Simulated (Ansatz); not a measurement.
MoP:
Space group P-6m2 (No. 187); a = 3.2409 Å, b = 3.2409 Å, c = 3.1952 Å, α = 90.00°, β = 90.00°, γ = 120.00°

```tsv
atom	site	symmetry	x	y	z
Mo	1a	-6m2	0.0000	0.0000	0.0000
P	1f	-6m2	0.6667	0.3333	0.5000
```

Relaxed at zero pressure with DFT-PBE in the program Ansatz with PAW potentials.

Q: The volume is lowered by 3 % and shape and atoms relax at that volume. What pressure results, and how do the axes share the change?

A: 7.0 GPa; a -1.2 %, b -1.2 %, c -0.6 %; the energy rises by 9 meV/atom.

Q: Give the new structure.

A: 
Space group P-6m2 (No. 187); a = b = 3.202 Å, c = 3.175 Å, α = β = 90.00°, γ = 120.00°

```tsv
atom	site	symmetry	x	y	z
Mo	1a	-6m2	0.0000	0.0000	0.0000
P	1f	-6m2	0.6667	0.3333	0.5000
```

The phase is kept; no other phase was compared at this pressure.

The cell keeps a stress of up to 0.2 GPa. The cell was relaxed with PBE under the symmetry of its start. The run is not spin-polarised.

Potentials: the later of the program's two PAW sets.
